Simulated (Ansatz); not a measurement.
Be3Ru:
```yaml
crystal:
  lattice:
    - [-1.57989, 1.57989, 3.74700]
    - [1.57989, -1.57989, 3.74700]
    - [1.57989, 1.57989, -3.74700]
  atoms:
    - { symbol: Be, position: [0.75000, 0.25000, 0.50000] }
    - { symbol: Be, position: [0.25000, 0.75000, 0.50000] }
    - { symbol: Be, position: [0.50000, 0.50000, 0.00000] }
    - { symbol: Ru, position: [0.00000, 0.00000, 0.00000] }
```

Relaxed with r²SCAN. Special points in fractions of this cell's reciprocal vectors: Γ (0.000, 0.000, 0.000); X (0.000, 0.000, 0.500); P (0.250, 0.250, 0.250); N (0.000, 0.500, 0.000); M (0.500, 0.500, -0.500); S (0.294, 0.706, -0.294); S0 (-0.294, 0.294, 0.294); R (-0.089, 0.089, 0.500); G (0.500, 0.500, -0.089).

Problem. List the band energies nearest the Fermi level at these points for DFT-r²SCAN in the program Ansatz with PAW potentials.

Solution. In eV from the Fermi level; about four levels below and three above (degenerate sets whole), none deeper than 8.9 eV; points with the same levels are listed once.

```json
[
 {"k": "Γ", "below": "-2.76 -2.76 -2.39 -1.47", "above": "4.66 4.66 5.81 5.81"},
 {"k": "X", "below": "-3.35 -3.27 -2.95 -1.90", "above": "0.10 1.47 6.20"},
 {"k": "P", "below": "-4.18 -4.18 -2.28 -2.28 -1.06", "above": "0.10 0.45 4.88"},
 {"k": "N", "below": "-3.73 -2.77 -1.65 -0.71", "above": "0.42 3.63 5.92"},
 {"k": "M", "below": "-2.17 -1.50 -1.50 -1.43", "above": "0.94 0.94 8.71"},
 {"k": "S", "below": "-3.62 -2.51 -1.67 -1.55", "above": "0.12 5.03 5.67"},
 {"k": "R", "below": "-3.22 -3.18 -2.76 -2.40", "above": "0.34 1.50 5.49"}
]
```

Space group I4/mmm. The first step of the workflow began from a Materials Project structure, measured or hypothetical; the Crystallography Open Database copy checked does not list it. With Be and Ru taken as one species the cell has the higher symmetry I4/mmm, so it may be an ordered model of a mixed-site phase. Whether it is the stable phase at ambient conditions was not checked. The cell was relaxed with r²SCAN under the symmetry of its start; its stability against distortions is not shown here. The run is not spin-polarised. Spin–orbit coupling is left out wherever it is not named.

Potentials: the later of the program's two PAW sets.
